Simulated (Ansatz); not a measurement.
Sr$_{2}$FeH$_{6}$:
```
CELL_PARAMETERS angstrom
      0.00000     3.63031     3.63031
      3.63031     0.00000     3.63031
      3.63031     3.63031     0.00000
ATOMIC_POSITIONS crystal
  Sr 0.75000 0.75000 0.75000
  Sr 0.25000 0.25000 0.25000
  Fe 0.00000 0.00000 0.00000
  H  0.78107 0.78107 0.21893
  H  0.21893 0.21893 0.78107
  H  0.21893 0.78107 0.78107
  H  0.78107 0.21893 0.21893
  H  0.78107 0.21893 0.78107
  H  0.21893 0.78107 0.21893
```

x, y and z are the axes in which the lattice vectors are written.

Give the high-frequency dielectric tensor and the Born effective charge tensors of the independent atoms from DFPT, plane-wave PAW LDA (Ansatz code).


ε∞:
```
4.69  0.00  0.00
0.00  4.69  0.00
0.00  0.00  4.69
```
Z* of atom 1 (Sr), rows: field, columns: displacement, in e:
```
2.25  0.00  0.00
0.00  2.25  0.00
0.00  0.00  2.25
```
Z* of atom 3 (Fe), rows: field, columns: displacement, in e:
```
-2.21   0.00   0.00
 0.00  -2.21   0.00
 0.00   0.00  -2.21
```
Z* of atom 4 (H), rows: field, columns: displacement, in e:
```
-0.15   0.00   0.00
 0.00  -0.15   0.00
 0.00   0.00  -0.84
```

Space group Fm-3m. The first step of the workflow began from a Materials Project structure, measured or hypothetical; the Crystallography Open Database copy checked does not list it. Its standing as an ambient phase is unchecked. The cell was relaxed with LDA under the symmetry of its start; phonons on a q-mesh show no instability. No spin polarisation was allowed. Scalar-relativistic: spin–orbit coupling is off unless named, which matters more the heavier the elements.

Potentials: the later of the program's two PAW sets.
